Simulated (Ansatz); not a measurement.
Input file for Ansatz (a quantum-chemistry and plane-wave program):

Ansatz 0.2 input:
```yaml
crystal:
  lattice:
    - [4.0312472957, 0.0, 0.0]
    - [0.0, 4.0312472957, 0.0]
    - [0.0, 0.0, 4.0312472957]
  atoms:
    - { symbol: Al, position: [0.0, 0.5, 0.5] }
    - { symbol: Al, position: [0.5, 0.5, 0.0] }
    - { symbol: Al, position: [0.5, 0.0, 0.5] }
    - { symbol: Sc, position: [0.0, 0.0, 0.0] }
kpoints:
  mp_grid: { grid: [21, 21, 21] }
hamiltonian:
  xc: lda
  pseudopotentials: { kind: paw }
scf:
  occupations: { method: fermi_dirac, width: 0.1 }
elastic: { mode: relaxed_ion, stencil: two_point, amplitude: 0.005, f_tol: 0.0005 }
```

Output (shortened):

```
Pseudopotential: Al, paw, valence charge 3
Pseudopotential: Sc, paw, valence charge 11
Functional definition: SPW92
Crystal: 4 atoms, lattice volume = 65.512 Å³
Basis set: ecut = 420 eV, 1309 PW (Γ)
Bands: 14, of which v1, the nominal top of the filled ones, is band 10 counted from 1 (9 counted from 0)
Symmetry: 48 space group operations
Space group: Pm-3m (ITA 221), of the structure as read, at distance tolerance 4.0e-5 Å
k-points: 286 of 9261
SCF iter   1: F=—  HF=-3629.671850 eV  |F-HF|=—  |Δ(HF+E_count)|=         —  Δρ=4.81e-3  dr2=3.06e-2  ethr=1.77e-3  ⟨swp⟩=5.4  Hψ=23835  notcnv=0
preconditioner: auto → Kerker (q_TF=auto, 2.239 Å⁻¹)
SCF iter   2: F=—  HF=-3629.666298 eV  |F-HF|=—  |Δ(HF+E_count)|=   5.55e-3  Δρ=2.85e-3  dr2=8.22e-3  ethr=1.53e-4  ⟨swp⟩=1.0  Hψ=6292  notcnv=0
SCF iter   3: F=—  HF=-3629.664004 eV  |F-HF|=—  |Δ(HF+E_count)|=   2.29e-3  Δρ=7.60e-4  dr2=7.62e-4  ethr=4.11e-5  ⟨swp⟩=2.4  Hψ=6566  notcnv=0
SCF iter   4: F=—  HF=-3629.663810 eV  |F-HF|=—  |Δ(HF+E_count)|=   1.94e-4  Δρ=1.53e-4  dr2=1.82e-5  ethr=3.81e-6  ⟨swp⟩=2.3  Hψ=5649  notcnv=0
SCF iter   5: F=—  HF=-3629.663803 eV  |F-HF|=—  |Δ(HF+E_count)|=   6.69e-6  Δρ=2.96e-5  dr2=3.78e-7  ethr=9.10e-8  ⟨swp⟩=2.1  Hψ=5640  notcnv=0
SCF iter   6: F=—  HF=-3629.663805 eV  |F-HF|=—  |Δ(HF+E_count)|=   2.28e-6  Δρ=3.35e-6  dr2=6.97e-9  ethr=1.89e-9  ⟨swp⟩=2.4  Hψ=6991  notcnv=0
SCF iter   7: F=—  HF=-3629.663805 eV  |F-HF|=—  |Δ(HF+E_count)|=  3.86e-10  Δρ=8.12e-7  dr2=4.88e-10  ethr=3.48e-11  ⟨swp⟩=2.3  Hψ=5549  notcnv=0
SCF iter   8: F=—  HF=-3629.663805 eV  |F-HF|=—  |Δ(HF+E_count)|=  6.05e-11  Δρ=7.49e-8  dr2=4.61e-12  ethr=2.44e-12  ⟨swp⟩=2.4  Hψ=5903  notcnv=0
SCF iter  10: F=-3629.663805 eV  HF=-3629.663805 eV  |F-HF|=4.55e-13  |Δ(HF+E_count)|=  4.55e-13  Δρ=1.91e-9  dr2=2.29e-15  ethr=1.00e-12  ⟨swp⟩=3.1  Hψ=11122  notcnv=0
SCF 1 converged in 10 iterations: F = -3629.663805 eV  dr2 = 2.29e-15
Crystal: 4 atoms, lattice volume = 65.184 Å³
Symmetry: 16 space group operations
k-points: 726 of 9261
iter 1 solved again at ethr=5.52e-7 eV; its pass at ethr=3.10e-3 eV (dr2=1.10e-4 eV) is discarded
SCF iter   1: F=—  HF=-3629.662615 eV  |F-HF|=—  |Δ(HF+E_count)|=         —  Δρ=3.00e-4  dr2=1.28e-4  ethr=5.52e-7  ⟨swp⟩=2.0  Hψ=69262  notcnv=0
preconditioner: auto → Kerker (q_TF=auto, 2.241 Å⁻¹)
SCF iter   2: F=—  HF=-3629.662585 eV  |F-HF|=—  |Δ(HF+E_count)|=   2.95e-5  Δρ=1.58e-4  dr2=3.23e-5  ethr=5.52e-7  ⟨swp⟩=2.2  Hψ=12335  notcnv=0
SCF iter   3: F=—  HF=-3629.662572 eV  |F-HF|=—  |Δ(HF+E_count)|=   1.28e-5  Δρ=5.56e-5  dr2=4.32e-6  ethr=1.61e-7  ⟨swp⟩=2.4  Hψ=15450  notcnv=0
SCF iter   4: F=—  HF=-3629.662571 eV  |F-HF|=—  |Δ(HF+E_count)|=   1.61e-6  Δρ=1.25e-5  dr2=1.20e-7  ethr=2.16e-8  ⟨swp⟩=2.0  Hψ=13838  notcnv=0
SCF iter   5: F=—  HF=-3629.662571 eV  |F-HF|=—  |Δ(HF+E_count)|=   1.15e-7  Δρ=1.67e-6  dr2=1.30e-9  ethr=5.99e-10  ⟨swp⟩=2.3  Hψ=15069  notcnv=0
SCF iter   6: F=—  HF=-3629.662571 eV  |F-HF|=—  |Δ(HF+E_count)|=  8.91e-11  Δρ=3.06e-7  dr2=6.59e-11  ethr=6.49e-12  ⟨swp⟩=2.3  Hψ=16962  notcnv=0
SCF iter   7: F=—  HF=-3629.662571 eV  |F-HF|=—  |Δ(HF+E_count)|=  9.09e-12  Δρ=5.46e-8  dr2=2.87e-12  ethr=3.30e-13 (applied; sched 1.00e-12)  ⟨swp⟩=2.4  Hψ=15250  notcnv=0
SCF iter   8: F=-3629.662571 eV  HF=-3629.662571 eV  |F-HF|=4.55e-13  |Δ(HF+E_count)|=  4.55e-13  Δρ=1.09e-8  dr2=8.10e-14  ethr=1.00e-12  ⟨swp⟩=2.9  Hψ=35307  notcnv=0
SCF 2 converged in 8 iterations: F = -3629.662571 eV  dr2 = 8.10e-14
Crystal: 4 atoms, lattice volume = 65.839 Å³
iter 1 solved again at ethr=2.13e-10 eV; its pass at ethr=3.10e-3 eV (dr2=4.25e-8 eV) is discarded
SCF iter   1: F=—  HF=-3629.662993 eV  |F-HF|=—  |Δ(HF+E_count)|=         —  Δρ=8.46e-6  dr2=4.78e-8  ethr=2.13e-10  ⟨swp⟩=2.1  Hψ=69310  notcnv=0
preconditioner: auto → Kerker (q_TF=auto, 2.237 Å⁻¹)
SCF iter   2: F=—  HF=-3629.662993 eV  |F-HF|=—  |Δ(HF+E_count)|=   1.83e-9  Δρ=5.02e-6  dr2=1.77e-8  ethr=2.13e-10  ⟨swp⟩=1.2  Hψ=10334  notcnv=0
SCF iter   3: F=—  HF=-3629.662993 eV  |F-HF|=—  |Δ(HF+E_count)|=   2.37e-9  Δρ=1.28e-6  dr2=1.46e-9  ethr=8.87e-11  ⟨swp⟩=2.3  Hψ=13938  notcnv=0
SCF iter   4: F=—  HF=-3629.662993 eV  |F-HF|=—  |Δ(HF+E_count)|=  4.11e-10  Δρ=3.04e-7  dr2=3.24e-11  ethr=7.28e-12  ⟨swp⟩=2.8  Hψ=18511  notcnv=0
SCF iter   5: F=—  HF=-3629.662993 eV  |F-HF|=—  |Δ(HF+E_count)|=  1.55e-11  Δρ=4.27e-8  dr2=9.80e-13  ethr=1.62e-13 (applied; sched 1.00e-12)  ⟨swp⟩=2.1  Hψ=13587  notcnv=0
SCF iter   6: F=-3629.662993 eV  HF=-3629.662993 eV  |F-HF|=4.55e-13  |Δ(HF+E_count)|=    0.00e0  Δρ=8.14e-9  dr2=4.59e-14  ethr=1.00e-12  ⟨swp⟩=3.8  Hψ=29475  notcnv=0
SCF 3 converged in 6 iterations: F = -3629.662993 eV  dr2 = 4.59e-14
Crystal: 4 atoms, lattice volume = 65.511 Å³
Symmetry: 8 space group operations
k-points: 1331 of 9261
iter 1 solved again at ethr=3.43e-7 eV; its pass at ethr=3.10e-3 eV (dr2=6.86e-5 eV) is discarded
SCF iter   1: F=—  HF=-3629.663420 eV  |F-HF|=—  |Δ(HF+E_count)|=         —  Δρ=3.25e-4  dr2=8.34e-5  ethr=3.43e-7  ⟨swp⟩=2.1  Hψ=125167  notcnv=0
preconditioner: auto → Kerker (q_TF=auto, 2.239 Å⁻¹)
SCF iter   2: F=—  HF=-3629.663401 eV  |F-HF|=—  |Δ(HF+E_count)|=   1.83e-5  Δρ=1.94e-4  dr2=3.04e-5  ethr=3.43e-7  ⟨swp⟩=1.0  Hψ=18634  notcnv=0
SCF iter   3: F=—  HF=-3629.663390 eV  |F-HF|=—  |Δ(HF+E_count)|=   1.08e-5  Δρ=1.59e-5  dr2=1.39e-7  ethr=1.52e-7  ⟨swp⟩=2.2  Hψ=27564  notcnv=0
SCF iter   4: F=—  HF=-3629.663390 eV  |F-HF|=—  |Δ(HF+E_count)|=   5.53e-8  Δρ=2.54e-6  dr2=2.20e-9  ethr=6.95e-10  ⟨swp⟩=2.2  Hψ=30622  notcnv=0
SCF iter   5: F=—  HF=-3629.663390 eV  |F-HF|=—  |Δ(HF+E_count)|=  2.37e-10  Δρ=8.43e-7  dr2=5.53e-10  ethr=1.10e-11  ⟨swp⟩=2.0  Hψ=32011  notcnv=0
SCF iter   6: F=—  HF=-3629.663390 eV  |F-HF|=—  |Δ(HF+E_count)|=  1.19e-10  Δρ=1.40e-7  dr2=7.18e-12  ethr=2.76e-12  ⟨swp⟩=2.0  Hψ=30795  notcnv=0
SCF iter   7: F=-3629.663390 eV  HF=-3629.663390 eV  |F-HF|=9.09e-13  |Δ(HF+E_count)|=  2.73e-12  Δρ=1.70e-8  dr2=8.91e-14  ethr=1.00e-12  ⟨swp⟩=2.2  Hψ=70218  notcnv=0
SCF 4 converged in 7 iterations: F = -3629.663390 eV  dr2 = 8.91e-14
Crystal: 4 atoms, lattice volume = 65.511 Å³
iter 1 solved again at ethr=5.28e-11 eV; its pass at ethr=3.10e-3 eV (dr2=1.06e-8 eV) is discarded
SCF iter   1: F=—  HF=-3629.663390 eV  |F-HF|=—  |Δ(HF+E_count)|=         —  Δρ=5.00e-6  dr2=1.15e-8  ethr=5.28e-11  ⟨swp⟩=2.4  Hψ=127499  notcnv=0
preconditioner: auto → Kerker (q_TF=auto, 2.239 Å⁻¹)
SCF iter   2: F=—  HF=-3629.663390 eV  |F-HF|=—  |Δ(HF+E_count)|=   1.06e-9  Δρ=2.86e-6  dr2=3.36e-9  ethr=5.28e-11  ⟨swp⟩=2.0  Hψ=21256  notcnv=0
SCF iter   3: F=—  HF=-3629.663390 eV  |F-HF|=—  |Δ(HF+E_count)|=  5.89e-10  Δρ=7.30e-7  dr2=3.86e-10  ethr=1.68e-11  ⟨swp⟩=2.0  Hψ=29420  notcnv=0
SCF iter   4: F=—  HF=-3629.663390 eV  |F-HF|=—  |Δ(HF+E_count)|=  7.50e-11  Δρ=1.47e-7  dr2=7.94e-12  ethr=1.93e-12  ⟨swp⟩=2.8  Hψ=31917  notcnv=0
SCF iter   5: F=—  HF=-3629.663390 eV  |F-HF|=—  |Δ(HF+E_count)|=  3.18e-12  Δρ=1.85e-8  dr2=1.94e-13  ethr=3.97e-14 (applied; sched 1.00e-12)  ⟨swp⟩=2.3  Hψ=23822  notcnv=0
SCF iter   6: F=-3629.663390 eV  HF=-3629.663390 eV  |F-HF|=9.09e-13  |Δ(HF+E_count)|=  9.09e-13  Δρ=2.97e-9  dr2=6.18e-15  ethr=1.00e-12  ⟨swp⟩=3.4  Hψ=51875  notcnv=0
SCF 5 converged in 6 iterations: F = -3629.663390 eV  dr2 = 6.18e-15
SCF converged after 10 iterations
Free energy (F): -3629.663805 eV
Harris-Foulkes:  -3629.663805 eV  (|F-HF|=4.55e-13)
Internal energy: -3629.622397 eV  (E = F + TS)
E sigma→0 (E₀):  -3629.643101 eV
Entropy (-TS):   -0.041408 eV (-10.352 meV/atom)
Fermi energy:    9.472370 eV
--- Per-component energies (eV) ---
  E_band       = -117.889942
  E_kinetic    = 335.943455
  E_local      = -995.785668  (includes V_loc(G=0)·N_el)
  E_nonlocal   = 120.981817
  E_hartree    = 385.936815
  E_xc         = -223.854820
  E_vxc        = -219.978223  (∫ρ·V_xc dr)
  E_paw        = -2241.160150  (= ΣΔE_a)
  E_vpaw       = -130.924952  (= ΣTr[D̂ρ^β])
  E_aug_tail   = -0.000002  (compensation charges beyond the density's cutoff)
  E_ewald      = -1012.155917
  E_core_change = 0.472072  (= ΣΔE_core)
  E_smearing   = -0.041408  (= −TS)
  E_closure    =  0.000000  (closes the sum)
  Σ components = -3629.663805   (vs F -3629.663805, Δ=0.00e0)
  [band-id]    e_kinetic+e_local+e_nonlocal+2·e_hartree+e_vxc+e_vpaw+e_augmentation_tail = -117.889943   (vs E_band -117.889942, Δ=-1.13e-6)
--- Forces (eV/Å), atoms counted from 1 ---
  atom   1  Al     0.00000000     0.00000000     0.00000000
  atom   2  Al     0.00000000     0.00000000     0.00000000
  atom   3  Al     0.00000000     0.00000000     0.00000000
  atom   4  Sc     0.00000000     0.00000000     0.00000000
  max |Σ_I F_I| component: 0.0 eV/Å
--- Stress (GPa, compression-positive) ---
        0.098389       0.000000       0.000000
        0.000000       0.098389       0.000000
        0.000000       0.000000       0.098389
  P = ⅓ Tr σ = 0.0984 GPa (0.984 kbar)
--- Band table (eV; the first three rows and the last of 286) ---
  k-point 0: bands = ["-38.8684", "-17.8704", "-17.8704", "-17.8704", "-0.7219", "6.7892", "6.7892", "7.6863", "7.6863", "7.6863", "10.7620", "10.7659", "10.7659", "10.7659"]
  k-point 1: bands = ["-38.8684", "-17.8713", "-17.8703", "-17.8703", "-0.7003", "6.5586", "6.8059", "7.6877", "7.6877", "7.8532", "10.7542", "10.7542", "10.7729", "10.8590"]
  k-point 2: bands = ["-38.8682", "-17.8740", "-17.8701", "-17.8701", "-0.6356", "6.0905", "6.8554", "7.6915", "7.6915", "8.1467", "10.7225", "10.7225", "10.7936", "11.1264"]
  k-point 285: bands = ["-38.8635", "-17.8997", "-17.8997", "-17.8997", "4.3535", "4.6044", "4.6044", "5.1352", "6.5561", "6.5631", "6.5631", "10.5806", "12.1239", "12.1239"]
--- Elastic constants: 2 strain directions × 2 members + reference (group order 48) ---
  dense FFT box of the reference and of every strained cell: 30×30×30
  strains applied: 11, 23; error gains: componentwise 1.00 (the most a stress slope's error grows in a printed constant), spectral 1.73 (1 for all six strains …
  C = ∂σ_k/∂η_j (tension-positive GPa; Voigt order 11 22 33 23 13 12):
       199.690     45.096     45.096      0.000      0.000      0.000
        45.096    199.690     45.096      0.000      0.000      0.000
        45.096     45.096    199.690      0.000      0.000      0.000
         0.000      0.000      0.000     80.507      0.000      0.000
         0.000      0.000      0.000      0.000     80.507      0.000
         0.000      0.000      0.000      0.000      0.000     80.507
  reference stress σ⁰ (GPa):     -0.098     -0.098     -0.098      0.000      0.000      0.000
  C* (energy form; C + prestress term) asymmetry max|C*_kj − C*_jk| = 1.421e-14 GPa — a small one proves nothing (zero by symmetry where the batch's group is …
  moduli (Voigt/Reuss/Hill, GPa): K = 96.63/96.63/96.63   G = 79.22/79.19/79.21   E = 186.63   ν = 0.178
  mechanically stable: yes (min eigenvalue of sym C = 80.51 GPa)
  where every solve meets its electron count the energy-path curvature estimates C_jj along a normal strain and C_jj − ¼(σ⁰_aa + σ⁰_bb) along a shear (ab), of …
  strain η (Voigt 11):  stress-route row diagonal C_11 = 199.69 GPa, energy-path curvature d²(F+E_count+ΔE)/dδ²/Ω₀ = 199.69 GPa
         δ    σ_11 (GPa)             F (eV)   n_scf  n_hpsi   n_pw
    -5.000e-3      -1.1097       -3629.6625710       8  206445   1313   relax 0 steps, max|allowed force component| 0.0 eV/Å
     5.000e-3       0.8872       -3629.6629927       6  168191   1328   relax 0 steps, max|allowed force component| 0.0 eV/Å
  strain η (Voigt 23):  stress-route row diagonal C_44 = 80.51 GPa, energy-path curvature d²(F+E_count+ΔE)/dδ²/Ω₀ = 80.56 GPa
         δ    σ_23 (GPa)             F (eV)   n_scf  n_hpsi   n_pw
    -5.000e-3      -0.4025       -3629.6633904       7  358823   1328   relax 0 steps, max|allowed force component| 0.0 eV/Å
     5.000e-3       0.4025       -3629.6633904       6  309591   1328   relax 0 steps, max|allowed force component| 0.0 eV/Å
```

Cost: roughly 4 core-minutes on shared cores.

The LDA relaxation kept the symmetry of its start; of distortions, only those at the zone centre were tested. The run is not spin-polarised. As this level gives no gap, shear constants depend on the k-mesh and smearing (Fermi–Dirac, 0.1 eV here).

Potentials: the later of the program's two PAW sets.

Ansatz is a plane-wave DFT program.
